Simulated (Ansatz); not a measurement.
Starting cell, CoSi2 (fluorite type, space group Fm-3m):

```
CoSi2
1.0
    0.00000     2.68017     2.68017
    2.68017     0.00000     2.68017
    2.68017     2.68017     0.00000
Co Si
1 2
Direct
  0.00000   0.00000   0.00000
  0.25000   0.25000   0.25000
  0.75000   0.75000   0.75000
```

In this cell atom 1 (Co, nearest neighbour Si at 2.321 Å; its periodic images, 3.8 Å or more away, move with it) is moved by s along Cartesian z, unit vector (0.000, 0.000, 1.000); all other atoms and the cell stay fixed.

These are PBE (plane waves to 420 eV, PAW, scalar-relativistic; Ansatz, a first-principles code) values and carry that method's errors. k mesh 12×12×12 (Γ-centred), Fermi-Dirac smearing 0.05 eV. E stands for the smeared free energy. With partly filled bands, energies and forces of such displacements shift with the k mesh and the smearing. CoSi2 is run without spin polarisation. CoSi2 was relaxed with its symmetry unable to fall. The PAW data are Ansatz's earlier set. ΔE is measured from the undisplaced structure. The last digit holds for this mesh only.

```csv
s (Å),ΔE (meV/cell)
-0.230,withheld
-0.184,195.9
-0.138,110.1
-0.092,48.9
-0.046,12.2
0.000,0.0
0.046,12.2
0.092,48.9
0.138,110.1
0.184,195.9
0.230,withheld
```

Task: Fit an even polynomial form (powers 2, 4) to the given rows and predict ΔE at s = 0.230.

Result: Least squares on the 9 given rows: ΔE = (5774)·s² + (351.6)·s⁴, in meV/cell with s in Å; root-mean-square residual 0.01 meV/cell. At 0.230 the fit gives 306.4 meV/cell; the calculation gives 306.2 meV/cell, so the extrapolation is off by 0.2 (+0.1 %). The quadratic term alone would give 305.4 meV/cell.

(A displaced cell: forces are minus the slopes of the energy, force constants its curvatures, and phonons follow from these.)
